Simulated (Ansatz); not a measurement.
# What DFT gives for NaCd₄Ge₃

```
Na Cd Ge
1.0
     2.21794    3.84158    0.00000
    -2.21794    3.84158    0.00000
     0.00000   -2.56106   11.17982
Na Cd Ge
1 4 3
Direct
  0.50000 0.50000 0.50000
  0.09568 0.09568 0.28704
  0.90432 0.90432 0.71296
  0.29908 0.29908 0.89724
  0.70092 0.70092 0.10276
  0.22053 0.22053 0.66159
  0.77947 0.77947 0.33841
  0.00000 0.00000 0.00000
```

Single point in Ansatz 0.2.0 with r2SCAN, no spin polarisation. Cutoff 500 eV, PAW datasets, 7×7×7 Γ-centred k mesh, fermi-dirac filling (width 0.0207 eV).

Electronic structure: It is a metal, with about 3.9 states/eV a cell as the mean within 0.25 eV of the Fermi level, mostly Ge p (85 %).
Contacts: Cd–Ge at 2.62 Å: least valence density 0.35 e/Å³ and ELF 0.38 there. Na–Ge at 3.13 Å: least valence density 0.06 e/Å³ and ELF 0.03 there. Na–Cd at 3.50 Å: least valence density 0.04 e/Å³ and ELF 0.03 there. Both are smooth PAW fields, read partly inside the augmentation spheres.
Forces: The largest is on Cd4 (and as large on other atoms): 0.33 eV/Å, components (0.00, 0.00, 0.33). It makes 180° with the line to a nearest neighbour, Ge6 at 2.63 Å, pointing away from it.
Stress: The pressure is 1.3 GPa (compression positive), so with the atoms held at these fractions the cell would first expand. The principal stresses -0.2, 2.1, 2.1 GPa differ, so its shape would change too.
Formation energy: 0.11 eV an atom against the elements' usual phases (free molecules for gases, crystals otherwise, with no correction for O₂ or N₂), so at this geometry it isn't bound against them. Relaxing would lower it.

Origin: a known structure type with other elements, at an estimated volume, so it need not be a known compound.
